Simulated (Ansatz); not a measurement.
Relaxed-ion elastic tensor of PbClF in space group P4/nmm (No. 129; Pb on 2c, Cl on 2c, F on 2a) in GPa (Voigt order), LDA (plane waves, PAW; program Ansatz); density 7.63 g/cm³, 18.99 Å³ per atom.

```
98.6  53.7  53.5   0.0   0.0   0.0
53.7  98.6  53.5   0.0   0.0   0.0
53.5  53.5  84.8   0.0   0.0   0.0
 0.0   0.0   0.0  22.9   0.0   0.0
 0.0   0.0   0.0   0.0  22.9   0.0
 0.0   0.0   0.0   0.0   0.0  35.6
```

**Question.** Is the crystal mechanically stable?

**Answer.** Yes: the smallest eigenvalue of C is 22.9 GPa.

**Question.** Work out the Voigt, Reuss and Hill averages.

**Answer.** K_V = 67.1, K_R = 66.7, K_H = 66.9; G_V = 24.4, G_R = 23.1, G_H = 23.7 GPa.

**Question.** Give Young's modulus, Poisson's ratio, Pugh's ratio and the universal anisotropy index.

**Answer.** E = 9KG/(3K + G) = 63.7 GPa; ν = 0.34; K/G = 2.82 (ductile by the Pugh limit of 1.75); A_U = 5G_V/G_R + K_V/K_R − 6 = 0.27.

**Question.** Estimate the sound speeds and the Debye temperature.

**Answer.** v_l = √((K + 4G/3)/ρ) = 3590 m/s, v_t = √(G/ρ) = 1760 m/s, mean 1980 m/s; Θ = (h/k)(3n/4πV)^(1/3) v_m = 221 K.

**Question.** Solve the Christoffel equation for the three sound speeds along x, y, z.

**Answer.** Eigenvalues of C_ijkl n_j n_l equal ρv². In km/s, slowest first: x 1.73, 2.16, 3.60; y 1.73, 2.16, 3.60; z 1.73, 1.73, 3.33.

**Question.** How much does each axis shrink under pressure?

**Answer.** Linear compressibilities β_i = Σ_j S_ij (j = 1 to 3): x 4.4, y 4.4, z 6.3 per TPa.

The workflow started from a Materials Project entry (that database holds measured and hypothetical structures alike); the Crystallography Open Database files this formula in space group No. 129, but the cells were not matched. Whether it is the stable phase at ambient conditions was not checked. The LDA relaxation kept the symmetry of its start; whether a distortion lowers the energy is not shown. A crystal of weakly bound layers computed without a dispersion correction: the cell and the soft elastic constants depend strongly on that. Spin–orbit coupling is left out wherever it is not named.

Potentials: the later of the program's two PAW sets.
